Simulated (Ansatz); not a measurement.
ZrRu:
```
ZrRu
1.0
    0.00000     2.64347     2.64347
    2.64347     0.00000     2.64347
    2.64347     2.64347     0.00000
Ru Zr
1 1
Direct
  0.00000   0.00000   0.00000
  0.50000   0.50000   0.50000
```

Relaxed with DFT-PBEsol in the program Ansatz with PAW potentials. Indices refer to the conventional cell of Fm-3m, a = b = c = 5.2869 Å, α = β = γ = 90.00°.

Problem. Simulate the powder diffraction pattern (Mo Kα, λ = 0.71073 Å; lines above 1 %) up to 2θ = 45°.

Solution. Simulated powder pattern, Mo Kα, λ = 0.71073 Å (kinematic, ideal powder, no thermal factors, no anomalous dispersion; the 30 strongest lines at most, above 1 %, up to 2θ = 45°):

| 2θ (°) | d (Å) | I/Imax (%) | hkl |
|---|---|---|---|
| 15.45 | 2.643 | 100 | (200) |
| 21.92 | 1.869 | 77 | (220) |
| 26.93 | 1.526 | 28 | (222) |
| 31.19 | 1.322 | 13 | (400) |
| 34.99 | 1.182 | 36 | (420) |
| 38.45 | 1.079 | 27 | (422) |
| 44.70 | 0.935 | 8.0 | (440) |

The start of the workflow was typed in or built on a structure type; neither database checked (COD, Materials Project) lists it. COD files the formula under space group No. 221. Whether it is the stable phase at ambient conditions was not checked. The PBEsol relaxation kept the symmetry of its start. At this level the phase is mechanically unstable. No spin polarisation was allowed.

Potentials: the later of the program's two PAW sets.
